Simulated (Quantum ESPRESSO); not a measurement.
Hf2YGa2MgZr2, finding a planted mistake in a log

Computed values, not a measurement. The program is pw.x of Quantum ESPRESSO 7.5 (plane-wave density functional theory). The cell is made up: eight metal atoms on a face-centred cubic lattice, with elements, volume, strain and displacements drawn at random and not relaxed, so it may be unstable or far from any real phase. PseudoDojo standard norm-conserving files set the functional (PBE unless stated); there is no spin polarisation or spin-orbit coupling, the Fermi-Dirac width of 0.25 eV means electrons at about 2900 K, and the masses in the input are unused placeholders. Heavy elements are run without spin-orbit coupling, which real alloys of them have. A spin test at this wide smearing found no moment, but such smearing suppresses magnetism that the real alloy may have.

Intended input:

```
&control calculation='scf', pseudo_dir='./dojo.nc.sr.pbe.v0_5.standard.upf', outdir='./o', disk_io='minimal', tprnfor=.true., tstress=.true. /
&system ibrav=0, nat=8, ntyp=5, nbnd=62, ecutwfc=84.00895049, nosym=.true., tot_charge=0,
 occupations='smearing', smearing='fd', degauss=0.0183746611
/
&electrons conv_thr=1.470e-08, electron_maxstep=70, mixing_beta=0.5 /
ATOMIC_SPECIES
Ga 1.0 Ga.upf
Hf 1.0 Hf.upf
Mg 1.0 Mg.upf
Y 1.0 Y.upf
Zr 1.0 Zr.upf
CELL_PARAMETERS angstrom
0.0039 -2.1708 -2.166
-0.0993 4.3859 -4.3761
8.8466 -0.107 0.0915
ATOMIC_POSITIONS angstrom
Hf 0.0969 0.0366 -0.0931
Hf 4.5576 -0.1079 -0.0926
Y 0.0051 2.0588 -2.2351
Ga 4.3199 2.1169 -2.1524
Mg 2.0659 0.0512 -2.1219
Zr 6.4134 -0.0521 -2.2096
Zr 2.1173 2.3304 -4.0983
Ga 6.6591 2.2345 -4.2001
K_POINTS automatic
8 4 3 1 1 1
```

The log is shortened where brackets say so; the opening notice, blank lines, dates and the lines on written files are dropped, and the path of the files is cut. It prints rydbergs, bohrs and kilobars, and counts compression as positive stress. Its total energy is the free energy E - TS of the whole cell.

Log of the intended run:

```
     Program PWSCF v.7.5
     Parallel version (MPI & OpenMP), running on       4 processor cores
     Number of MPI processes:                 4
     Threads/MPI process:                     1
     [start-up lines left out]
     bravais-lattice index     =            0
     lattice parameter (alat)  =       5.7950  a.u.
     unit-cell volume          =    1133.9763 (a.u.)^3
     number of atoms/cell      =            8
     number of atomic types    =            5
     number of electrons       =        95.00
     number of Kohn-Sham states=           62
     kinetic-energy cutoff     =      84.0090  Ry
     charge density cutoff     =     336.0358  Ry
     scf convergence threshold =      1.5E-08
     mixing beta               =       0.5000
     number of iterations used =            8  plain     mixing
     Exchange-correlation= PBE
                           (   1   4   3   4   0   0   0)
     [axes and pseudopotential details left out]
   Cartesian axes
     site n.     atom                  positions (alat units)
         1        Hf     tau(   1) = (   0.0315987   0.0119351  -0.0303595  )
         2        Hf     tau(   2) = (   1.4862135  -0.0351857  -0.0301965  )
         3        Y      tau(   3) = (   0.0016631   0.6713657  -0.7288564  )
         4        Ga     tau(   4) = (   1.4087005   0.6903119  -0.7018882  )
         5        Mg     tau(   5) = (   0.6736810   0.0166961  -0.6919423  )
         6        Zr     tau(   6) = (   2.0913817  -0.0169896  -0.7205409  )
         7        Zr     tau(   7) = (   0.6904423   0.7599333  -1.3364377  )
         8        Ga     tau(   8) = (   2.1715034   0.7286607  -1.3696343  )
     number of k points=    48  Fermi-Dirac smearing, width (Ry)=  0.0184
                       cart. coord. in units 2pi/alat
        k(    1) = (   0.0586936   0.0002723  -0.0886536), wk =   0.0416667
        k(    2) = (  -0.1724589  -0.0025521  -0.0862392), wk =   0.0416667
     [further k points left out]
     Dense  grid:   117879 G-vectors     FFT dimensions: (  36,  72, 100)
     Estimated max dynamical RAM per process >     373.31 MB
     Estimated total dynamical RAM >       1.37 GB
     Initial potential from superposition of free atoms
     starting charge      94.9810, renormalised to      95.0000
     Starting wfcs are   73 randomized atomic wfcs
     total cpu time spent up to now is        9.1 secs
     per-process dynamical memory:   286.0 Mb
     Self-consistent Calculation
     iteration #  1     ecut=    84.01 Ry     beta= 0.50
     Davidson diagonalization with overlap
     ethr =  1.00E-02,  avg # of iterations =  2.5
     total cpu time spent up to now is       24.2 secs
     total energy              =    -933.78999615 Ry
     estimated scf accuracy    <       1.10325084 Ry
     iteration #  2     ecut=    84.01 Ry     beta= 0.50
     Davidson diagonalization with overlap
     ethr =  1.16E-03,  avg # of iterations =  7.8
     total cpu time spent up to now is       52.1 secs
     total energy              =    -932.69349489 Ry
     estimated scf accuracy    <      22.84485187 Ry
     [iterations 3 to 15 left out]
     iteration # 16     ecut=    84.01 Ry     beta= 0.50
     Davidson diagonalization with overlap
     ethr =  2.88E-10,  avg # of iterations =  2.2
     total cpu time spent up to now is      280.8 secs
     total energy              =    -934.41265857 Ry
     estimated scf accuracy    <       0.00000021 Ry
     iteration # 17     ecut=    84.01 Ry     beta= 0.50
     Davidson diagonalization with overlap
     ethr =  2.16E-10,  avg # of iterations =  1.0
     total cpu time spent up to now is      297.4 secs
     End of self-consistent calculation
     [lines on levels left out]
!    total energy              =    -934.41265859 Ry
     estimated scf accuracy    <          4.1E-09 Ry
     smearing contrib. (-TS)   =      -0.11232405 Ry
     internal energy E=F+TS    =    -934.30033454 Ry
     The total energy is F=E-TS. E is the sum of the following terms:
     one-electron contribution =    -289.92532973 Ry
     hartree contribution      =     192.20618177 Ry
     xc contribution           =    -212.99530283 Ry
     ewald contribution        =    -623.58588375 Ry
     convergence has been achieved in  17 iterations
     Forces acting on atoms (cartesian axes, Ry/au):
     atom    1 type  2   force =    -0.05690939   -0.01694041    0.05177281
     atom    2 type  2   force =    -0.02608941   -0.01421543    0.04589343
     atom    3 type  4   force =    -0.05810440    0.04321679   -0.00515548
     atom    4 type  1   force =    -0.00437972    0.01027504   -0.00474901
     atom    5 type  3   force =     0.07755116   -0.03005969   -0.00634001
     atom    6 type  5   force =     0.01945322   -0.00271009   -0.00644703
     atom    7 type  5   force =     0.06121876    0.00529086   -0.05277755
     atom    8 type  1   force =    -0.01274022    0.00514294   -0.02219717
     Total force =     0.170999     Total SCF correction =     0.000317
     Computing stress (Cartesian axis) and pressure
          total   stress  (Ry/bohr**3)                   (kbar)     P=       57.85
   0.00040477   0.00010909  -0.00017983           59.54       16.05      -26.45
   0.00010909   0.00038881   0.00009083           16.05       57.20       13.36
  -0.00017983   0.00009083   0.00038610          -26.45       13.36       56.80
     init_run     :      7.69s CPU      7.98s WALL (       1 calls)
     electrons    :    286.06s CPU    288.33s WALL (       1 calls)
     forces       :      3.35s CPU      3.38s WALL (       1 calls)
     stress       :     11.92s CPU     11.92s WALL (       1 calls)
     [timing details left out]
     PWSCF        :   5m10.16s CPU   5m12.86s WALL
     JOB DONE.
```

A second run was made from an input with one planted mistake. Its log:

```
     Program PWSCF v.7.5
     Parallel version (MPI & OpenMP), running on       4 processor cores
     Number of MPI processes:                 4
     Threads/MPI process:                     1
     [start-up lines left out]
     bravais-lattice index     =            0
     lattice parameter (alat)  =       5.7950  a.u.
     unit-cell volume          =    1133.9763 (a.u.)^3
     number of atoms/cell      =            8
     number of atomic types    =            5
     number of electrons       =        95.00
     number of Kohn-Sham states=           62
     kinetic-energy cutoff     =      84.0090  Ry
     charge density cutoff     =     336.0358  Ry
     scf convergence threshold =      1.5E-08
     mixing beta               =       0.5000
     number of iterations used =            8  plain     mixing
     Exchange-correlation= PBE
                           (   1   4   3   4   0   0   0)
     [axes and pseudopotential details left out]
   Cartesian axes
     site n.     atom                  positions (alat units)
         1        Hf     tau(   1) = (   0.0315987   0.0119351  -0.0303595  )
         2        Hf     tau(   2) = (   1.4862135  -0.0351857  -0.0301965  )
         3        Y      tau(   3) = (   0.0016631   0.6713657  -0.7288564  )
         4        Ga     tau(   4) = (   1.4087005   0.6903119  -0.7018882  )
         5        Mg     tau(   5) = (   0.6736810   0.0166961  -0.6919423  )
         6        Zr     tau(   6) = (   2.0913817  -0.0169896  -0.7205409  )
         7        Zr     tau(   7) = (   0.6904423   0.7599333  -1.3364377  )
         8        Ga     tau(   8) = (   2.1715034   0.8004017  -1.3696343  )
     number of k points=    48  Fermi-Dirac smearing, width (Ry)=  0.0184
                       cart. coord. in units 2pi/alat
        k(    1) = (   0.0586936   0.0002723  -0.0886536), wk =   0.0416667
        k(    2) = (  -0.1724589  -0.0025521  -0.0862392), wk =   0.0416667
     [further k points left out]
     Dense  grid:   117879 G-vectors     FFT dimensions: (  36,  72, 100)
     Estimated max dynamical RAM per process >     373.31 MB
     Estimated total dynamical RAM >       1.37 GB
     Initial potential from superposition of free atoms
     starting charge      94.9810, renormalised to      95.0000
     Starting wfcs are   73 randomized atomic wfcs
     total cpu time spent up to now is        6.4 secs
     per-process dynamical memory:   286.0 Mb
     Self-consistent Calculation
     iteration #  1     ecut=    84.01 Ry     beta= 0.50
     Davidson diagonalization with overlap
     ethr =  1.00E-02,  avg # of iterations =  2.4
     total cpu time spent up to now is       17.4 secs
     total energy              =    -933.82635657 Ry
     estimated scf accuracy    <       1.04220805 Ry
     iteration #  2     ecut=    84.01 Ry     beta= 0.50
     Davidson diagonalization with overlap
     ethr =  1.10E-03,  avg # of iterations =  7.8
     total cpu time spent up to now is       38.8 secs
     total energy              =    -932.76681855 Ry
     estimated scf accuracy    <      21.86284397 Ry
     [iterations 3 to 15 left out]
     iteration # 16     ecut=    84.01 Ry     beta= 0.50
     Davidson diagonalization with overlap
     ethr =  3.74E-09,  avg # of iterations =  1.0
     total cpu time spent up to now is      265.6 secs
     total energy              =    -934.40996505 Ry
     estimated scf accuracy    <       0.00000010 Ry
     iteration # 17     ecut=    84.01 Ry     beta= 0.50
     Davidson diagonalization with overlap
     ethr =  1.06E-10,  avg # of iterations =  5.4
     total cpu time spent up to now is      283.3 secs
     End of self-consistent calculation
     [lines on levels left out]
!    total energy              =    -934.40996506 Ry
     estimated scf accuracy    <          8.5E-09 Ry
     smearing contrib. (-TS)   =      -0.11220005 Ry
     internal energy E=F+TS    =    -934.29776502 Ry
     The total energy is F=E-TS. E is the sum of the following terms:
     one-electron contribution =    -290.96373752 Ry
     hartree contribution      =     192.72386054 Ry
     xc contribution           =    -213.00986252 Ry
     ewald contribution        =    -623.04802552 Ry
     convergence has been achieved in  17 iterations
     Forces acting on atoms (cartesian axes, Ry/au):
     atom    1 type  2   force =    -0.05007298   -0.01031449    0.05200194
     atom    2 type  2   force =    -0.03342751   -0.00696738    0.04453273
     atom    3 type  4   force =    -0.05989393    0.04633849   -0.00746756
     atom    4 type  1   force =    -0.00472347    0.01029606   -0.00633966
     atom    5 type  3   force =     0.07760136   -0.02960133   -0.00674153
     atom    6 type  5   force =     0.01795882    0.00481437   -0.01285956
     atom    7 type  5   force =     0.06112170    0.00381758   -0.05145249
     atom    8 type  1   force =    -0.00856399   -0.01838330   -0.01167387
     Total force =     0.169782     Total SCF correction =     0.000355
     Computing stress (Cartesian axis) and pressure
          total   stress  (Ry/bohr**3)                   (kbar)     P=       61.16
   0.00046011   0.00011264  -0.00017214           67.68       16.57      -25.32
   0.00011264   0.00040962   0.00009107           16.57       60.26       13.40
  -0.00017214   0.00009107   0.00037745          -25.32       13.40       55.52
     init_run     :      6.06s CPU      6.33s WALL (       1 calls)
     electrons    :    275.22s CPU    276.92s WALL (       1 calls)
     forces       :      2.95s CPU      2.99s WALL (       1 calls)
     stress       :     10.24s CPU     10.24s WALL (       1 calls)
     [timing details left out]
     PWSCF        :   4m54.57s CPU   4m56.67s WALL
     JOB DONE.
```

Question: the log repeats what the program read. Compare it with the intended run: what was wrong in the second input?

Answer: one coordinate of one atom is wrong. The input lines that differ:

```
- Ga 6.6591 2.2345 -4.2001
+ Ga 6.6591 2.4545 -4.2001
```

```
                                            intended run  run with the mistake
                          free energy (eV)    -12713.332            -12713.295
         entropy term -TS, part of it (eV)        -1.528                -1.527
                            pressure (GPa)          5.78                  6.12
size of the largest force component (eV/Å)         1.994                 1.995
largest change of a force component (eV/Å)                               0.605
                                iterations            17                    17
```

For scale, a rerun of the intended cell at a higher cutoff and on a denser mesh moved values by no more than 0.003 eV in energy, 0.06 GPa in stress and 0.007 eV/Å in force, and a second program with other atomic files agreed on that cell to 2 % rms in force and 0.5 GPa in pressure.